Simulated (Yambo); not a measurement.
Zn₂P₂O₇ (space group C2/m, No. 12), G0W0@LDA in Yambo (2×2×4 mesh, plasmon pole; 7 Ry block, no terminator). The number N of bands in W and G is varied.

```csv
N,x = 1/N,"gap (0, 0, -0.5) → Γ (eV)",shift of the valence edge (eV)
92,0.01087,6.430,-0.829
123,0.00813,6.208,-0.869
162,0.00617,6.102,-0.944
201,0.00498,?,?
```

Question: Basis-set arguments suggest E = E∞ + A x. Fix A and E∞ from the two rows above the withheld one, predict the row at 201 bands, and test the form.

Answer: Gap: A = (6.102 − (6.208))/(0.00617 − 0.00813) = 54.1, E∞ = 5.768 eV, so 6.038 eV is predicted; the run gave 6.053 eV (miss 15 meV). The first two rows have slope 81.0, so the form doesn't hold yet over the whole range. Shift: A = (-0.944 − (-0.869))/(0.00617 − 0.00813) = 38.3, E∞ = -1.180 eV, so -0.990 eV is predicted; the run gave -1.003 eV (miss 13 meV). The first two rows have slope 14.6, so the form doesn't hold yet over the whole range. The other settings are held fixed.

Geometry of the Materials Project entry, not relaxed at this level; primitive cell a = b = 5.3532 Å, c = 4.5585 Å, α = β = 99.10°, γ = 103.17°.

The structure is a Materials Project entry; no match was found in the copy of COD used, and its stability was not checked.

A shift is the quasiparticle energy of the state minus its LDA energy.
